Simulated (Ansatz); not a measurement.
Here is the system:

SrAl$_{2}$Pb$_{2}$:
Space group I4/mmm (No. 139); a = b = 4.3620 Å, c = 14.5320 Å, α = β = γ = 90.00°

```csv
atom,site,symmetry,x,y,z
Pb,4e,4mm,0.0000,0.0000,0.3798
Sr,2a,4/mmm,0.0000,0.0000,0.0000
Al,4d,-4m2,0.0000,0.5000,0.2500
```
(The calculation used a cell of 5 atoms; values per cell refer to that cell.)

This is the PBEsol-relaxed structure.

### Question
All from DFT-PBEsol in the program Ansatz with PAW potentials, unless another level is named. Give the formation energy from the elements (no fitted shifts).

### Answer
-83 meV/atom.

### Question
Give the density of states at the Fermi level.

### Answer
0.41 states/eV per atom (mean over ±0.08 eV).

The workflow started from an entry of the Crystallography Open Database (COD). Its standing as an ambient phase is unchecked. The PBEsol relaxation kept the symmetry of its start; its stability against distortions is not shown here. The volume moved by 24 % from the start of the relaxation. Axis ratios of metals converge slowly with the k-mesh, so a and c are less sure than the volume. The references are the lowest solids computed at this level, not always the standard phases. Scalar-relativistic: spin–orbit coupling is off unless named, which matters more the heavier the elements.

Potentials: the later of the program's two PAW sets.
